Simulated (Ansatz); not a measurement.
RbCl (rock salt, Fm-3m), a = b = c = 6.699 Å, α = β = γ = 90.00°; the cell used has 2 atoms.

Relaxed with PBE.

Problem. Tabulate the valence density and the electron localisation function along the shortest Rb–Cl contact (3.35 Å), DFT-PBE in the program Ansatz with PAW potentials.

Solution. 

```tsv
distance from Rb (Å)	density (e/Å³)	ELF
0.33	1.89	0.37
0.50	2.13	0.73
0.67	1.76	0.86
0.84	1.12	0.88
1.00	0.59	0.83
1.17	0.28	0.62
1.34	0.14	0.22
1.51	0.08	0.05
1.67	0.07	0.05
1.84	0.10	0.20
2.01	0.17	0.56
2.18	0.30	0.77
2.34	0.54	0.85
2.51	0.96	0.87
2.68	1.53	0.86
2.85	1.80	0.79
3.01	1.26	0.59
```

The density is the valence pseudo-density with augmentation charge, so density and ELF within about 1 Å of a nucleus are not all-electron values.

Symmetry was held in the PBE relaxation; phonons on a q-mesh show no instability.

Potentials: the later of the program's two PAW sets.
